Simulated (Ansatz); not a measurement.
YB$_{2}$:
```xyz
3
Lattice="3.2744 0.0000 0.0000 -1.6372 2.8357 0.0000 0.0000 0.0000 3.8211" Properties=species:S:1:pos:R:3 pbc="T T T"
Y      0.0000     0.0000     0.0000
B      0.0000     1.8905     1.9105
B      1.6372     0.9452     1.9105
```

Relaxed with PBEsol.

**Question.** Give the Bader charges and basin volumes of the independent atoms, PBEsol in the plane-wave PAW code Ansatz.

**Answer.** 

```json
[
 {"atom": "Y1", "Bader charge (e)": "+1.52", "Bader volume (Å³)": "13.5"},
 {"atom": "B2", "Bader charge (e)": "-0.76", "Bader volume (Å³)": "11.0"}
]
```

Space group P6/mmm. The workflow started from an entry of the Crystallography Open Database (COD). Whether it is the stable phase at ambient conditions was not checked. The cell was relaxed with PBEsol under the symmetry of its start; its stability against distortions is not shown here. No spin polarisation was allowed.

Potentials: the later of the program's two PAW sets.
